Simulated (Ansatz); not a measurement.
The relaxed structure here is a generated cell of KSnF3: the first start was made by placing the elements on the sites of a structure type, and the end was not matched to a known phase here, so it may be hypothetical.

A structure of KSnF₃ relaxed with r2SCAN (plane waves to 500 eV, PAW, scalar-relativistic; Ansatz, a program for electronic structure); single points at other levels follow on the same geometry (Ansatz, PAW; HSE06 at 420 eV on a 3×3×4 k-mesh; no spin-orbit coupling). Space group Pnma (No. 62).

```xyz
20
Lattice="6.5650 0.0000 0.0000 0.0000 8.9998 0.0000 0.0000 0.0000 6.3302" Properties=species:S:1:pos:R:3 pbc="T T T"
K      2.9367     2.2500     6.2164
K      6.2192     2.2500     3.2788
K      3.6282     6.7499     0.1137
K      0.3458     6.7499     3.0514
Sn     0.0000     0.0000     0.0000
Sn     3.2825     4.4999     3.1651
Sn     0.0000     4.4999     0.0000
Sn     3.2825     0.0000     3.1651
F      0.3569     2.2500     0.7187
F      3.6393     2.2500     2.4464
F      6.2081     6.7499     5.6115
F      2.9256     6.7499     3.8838
F      1.9260     5.0494     1.2862
F      5.2085     8.4503     1.8789
F      4.6390     0.5495     5.0440
F      1.3565     3.9504     4.4513
F      4.6390     3.9504     5.0440
F      1.3565     0.5495     4.4513
F      1.9260     8.4503     1.2862
F      5.2085     5.0494     1.8789
```

```csv
level,gap (eV),kind,conduction minimum
r2SCAN,2.53,indirect,U
HSE06,3.20,–,Γ
```

HSE06 gaps come from a coarse mesh plus a few chosen points, so they may be too large. For this cell size the semilocal gaps come from the SCF mesh and high-symmetry points. No spin polarisation in the result.

The run could not lose the symmetry of its start, so the end can be a saddle point.
